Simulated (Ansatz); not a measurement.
Crystals of one structure type (wurtzite) and one family of elements, relaxed and computed with the program Ansatz at the r²SCAN level (PAW); HSE06 gaps on those cells.

```json
[
 {"crystal": "InAs", "gap (eV)": "0.14", "HSE06 gap (eV)": "0.40"},
 {"crystal": "GaSb", "gap (eV)": "0.41", "HSE06 gap (eV)": "?"},
 {"crystal": "InP", "gap (eV)": "1.10", "HSE06 gap (eV)": "1.42"},
 {"crystal": "BP", "gap (eV)": "1.19", "HSE06 gap (eV)": "1.70"},
 {"crystal": "GaP", "gap (eV)": "1.74", "HSE06 gap (eV)": "2.18"},
 {"crystal": "GaN", "gap (eV)": "2.35", "HSE06 gap (eV)": "3.20"},
 {"crystal": "AlN", "gap (eV)": "4.88", "HSE06 gap (eV)": "5.60"}
]
```

Fit a straight line to E_g(HSE06) against E_g and predict the withheld value.

Least squares on the 6 shown rows: E_g(HSE06) = 1.104 × E_g + (0.319), with a scatter of 0.14. For GaSb this gives 0.77. The run itself gave 0.71, within the scatter.

Not the usual ambient phase: InAs, wurtzite; GaSb, wurtzite; InP, wurtzite; BP, wurtzite; GaP, wurtzite. All cells were relaxed under the symmetry of their starts (and spin orders); stability against distortions was not tested throughout. Scalar-relativistic: spin–orbit coupling is off unless named, which matters more the heavier the elements.

Potentials: the later of the program's two PAW sets.
